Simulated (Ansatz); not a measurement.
**Where the states of NbAl$_{3}$ lie**

```cif
data_structure
_symmetry_space_group_name_H-M 'P 1'
_symmetry_Int_Tables_number 1
_cell_length_a 5.0769
_cell_length_b 5.0769
_cell_length_c 5.0769
_cell_angle_alpha 135.631
_cell_angle_beta 135.631
_cell_angle_gamma 64.551
_cell_volume 63.10
loop_
_atom_site_label
_atom_site_type_symbol
_atom_site_fract_x
_atom_site_fract_y
_atom_site_fract_z
_atom_site_occupancy
Al1 Al 0.50000 0.50000 0.00000 1
Al2 Al 0.75000 0.25000 0.50000 1
Al3 Al 0.25000 0.75000 0.50000 1
Nb1 Nb 0.00000 0.00000 0.00000 1
```

The runs use the primitive cell with vectors (-1.917, 1.917, 4.292), (1.917, -1.917, 4.292), (1.917, 1.917, -4.292) Å, to which the k mesh refers.

The cell is the one relaxed in the Materials Project (mp-1842), not relaxed further here; entries there can be hypothetical.

Computed with DFT, LDA, all-electron LAPW, scalar-relativistic in Ansatz 0.2.0.

Settings: a Γ-centred 12×12×12 k mesh, Fermi–Dirac smearing of 0.05 eV, basis error target 1 meV/atom, no spin polarisation.

Problem. Which of the resolved shells contributes most within 0.3 eV of the Fermi level?

Solution. Nb 4d, with 80 % of all states there; Al 3p follows with 16 %.

Problem. Where is the centre of the filled Nb 4d states between -14 eV and the top of the filled states?

Solution. -2.34 eV from the Fermi level.

Problem. Tabulate the density of states.

Solution. States per eV and cell, averaged over 0.6 eV, from -9.4 to 2.4 eV, with energies (bin centres) from the Fermi level; empty bins are left out. The partial columns, the largest 5 alone, are projections on Löwdin-orthogonalised atomic shells (those that the program's projection atoms carry: the occupied ones and, for some elements, an empty d or f shell; other empty shells have no column), summed over atoms of an element. Weights on diffuse s and p shells depend on that basis and aren't pure angular character.
| E (eV) | total | Al 3p | Nb 4d | Al 3s | Nb 5s | Nb 4p |
| --- | --- | --- | --- | --- | --- | --- |
| -9.2 | 0.46 | 0.17 | 0.01 | 0.20 | 0.06 | 0.00 |
| -8.6 | 0.63 | 0.26 | 0.02 | 0.27 | 0.05 | 0.01 |
| -8.0 | 0.73 | 0.33 | 0.04 | 0.30 | 0.04 | 0.01 |
| -7.4 | 0.88 | 0.40 | 0.08 | 0.34 | 0.03 | 0.01 |
| -6.8 | 1.19 | 0.54 | 0.17 | 0.42 | 0.03 | 0.01 |
| -6.2 | 0.93 | 0.43 | 0.16 | 0.30 | 0.02 | 0.01 |
| -5.6 | 0.96 | 0.44 | 0.19 | 0.28 | 0.03 | 0.01 |
| -5.0 | 1.37 | 0.59 | 0.28 | 0.43 | 0.04 | 0.01 |
| -4.4 | 1.36 | 0.59 | 0.36 | 0.33 | 0.04 | 0.01 |
| -3.8 | 1.20 | 0.61 | 0.33 | 0.20 | 0.03 | 0.01 |
| -3.2 | 1.81 | 0.85 | 0.59 | 0.29 | 0.04 | 0.01 |
| -2.6 | 2.05 | 1.04 | 0.73 | 0.21 | 0.03 | 0.02 |
| -2.0 | 3.67 | 1.73 | 1.64 | 0.20 | 0.03 | 0.02 |
| -1.4 | 3.16 | 1.32 | 1.63 | 0.13 | 0.02 | 0.02 |
| -0.8 | 1.75 | 0.51 | 1.14 | 0.05 | 0.01 | 0.00 |
| -0.2 | 0.90 | 0.15 | 0.72 | 0.01 | 0.00 | 0.00 |
| 0.4 | 0.47 | 0.15 | 0.28 | 0.01 | 0.00 | 0.00 |
| 1.0 | 2.46 | 0.76 | 1.31 | 0.21 | 0.07 | 0.00 |
| 1.6 | 3.54 | 1.02 | 2.00 | 0.21 | 0.14 | 0.01 |
| 2.2 | 1.71 | 0.60 | 0.49 | 0.30 | 0.13 | 0.00 |
